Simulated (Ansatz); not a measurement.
SnCl₂:
```cif
data_Cl8Sn4
_chemical_formula_sum 'Sn4 Cl8'
_space_group_name_H-M_alt 'Pnma'
_space_group_IT_number 62
_space_group_name_Hall '-P 2ac 2n'
_cell_length_a 7.93849
_cell_length_b 4.30728
_cell_length_c 9.43959
_cell_angle_alpha 90.000
_cell_angle_beta 90.000
_cell_angle_gamma 90.000
loop_
_space_group_symop_operation_xyz
  'x, y, z'
  '-x, -y, -z'
  '-x+1/2, -y, z+1/2'
  'x+1/2, y, -z+1/2'
  'x+1/2, -y+1/2, -z+1/2'
  '-x+1/2, y+1/2, z+1/2'
  '-x, y+1/2, -z'
  'x, -y+1/2, z'
loop_
_atom_site_label
_atom_site_type_symbol
_atom_site_symmetry_multiplicity
_atom_site_Wyckoff_symbol
_atom_site_fract_x
_atom_site_fract_y
_atom_site_fract_z
_atom_site_occupancy
Sn1 Sn 4 c 0.22924 0.25000 0.43427 1
Cl1 Cl 4 c 0.02240 0.25000 0.65003 1
Cl2 Cl 4 c 0.14373 0.25000 0.07886 1
```

Relaxed with r²SCAN+D4.

Task: Tabulate the valence density and the electron localisation function along the shortest Sn–Cl contact (2.62 Å), r²SCAN+D4 (plane waves, PAW; program Ansatz).

Result: 

| distance from Sn (Å) | density (e/Å³) | ELF |
|---|---|---|
| 0.26 | 11.90 | 0.00 |
| 0.39 | 8.04 | 0.03 |
| 0.52 | 4.78 | 0.10 |
| 0.65 | 2.58 | 0.20 |
| 0.78 | 1.32 | 0.27 |
| 0.92 | 0.71 | 0.26 |
| 1.05 | 0.44 | 0.21 |
| 1.18 | 0.36 | 0.24 |
| 1.31 | 0.36 | 0.39 |
| 1.44 | 0.44 | 0.61 |
| 1.57 | 0.59 | 0.77 |
| 1.70 | 0.84 | 0.84 |
| 1.83 | 1.21 | 0.86 |
| 1.96 | 1.61 | 0.84 |
| 2.09 | 1.80 | 0.78 |
| 2.22 | 1.51 | 0.64 |
| 2.35 | 0.78 | 0.42 |

The density is the valence pseudo-density with augmentation charge, so density and ELF within about 1 Å of a nucleus are not all-electron values.

The workflow started from a Materials Project entry (that database holds measured and hypothetical structures alike); the Crystallography Open Database files this formula in space group No. 62, but the cells were not matched. Its standing as an ambient phase is unchecked. Symmetry was held in the r²SCAN+D4 relaxation; its stability against distortions is not shown here. Scalar-relativistic: spin–orbit coupling is off unless named, which matters more the heavier the elements.

Potentials: the later of the program's two PAW sets.
